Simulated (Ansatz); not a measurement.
Sheets of one type (Janus MA2Z4-type), r²SCAN+D4 in the plane-wave PAW code Ansatz; HSE06 gaps on those cells.

| layer | a (Å) | thickness (Å) |
|---|---|---|
| MoGeN4Si | 2.939 | 7.14 |
| HfGeN4Si | 3.078 | 6.99 |
| WGeN4Si | 2.940 | 7.15 |
| TaGeN4Si | ? | ? |
| CrGeN4Si | 2.876 | 7.02 |

Problem. Complete the blanks.

Solution. 
- TaGeN4Si, a (Å): 2.997
- TaGeN4Si, thickness (Å): 7.12

Spin orders computed, not proven ground states: TaGeN4Si, Janus MA2Z4-type layer ferromagnetic. Began spin-polarised and lost the moments: CrGeN4Si, Janus MA2Z4-type layer. All cells were relaxed under the symmetry of their starts (and spin orders); stability against distortions was not tested throughout. Rows with no word on spin ran without spin polarisation. Spin–orbit coupling is left out wherever it is not named. Constructed layers (a layer type filled with these elements): MoGeN4Si, Janus MA2Z4-type layer; HfGeN4Si, Janus MA2Z4-type layer; WGeN4Si, Janus MA2Z4-type layer; TaGeN4Si, Janus MA2Z4-type layer; CrGeN4Si, Janus MA2Z4-type layer.

Potentials: the later of the program's two PAW sets.
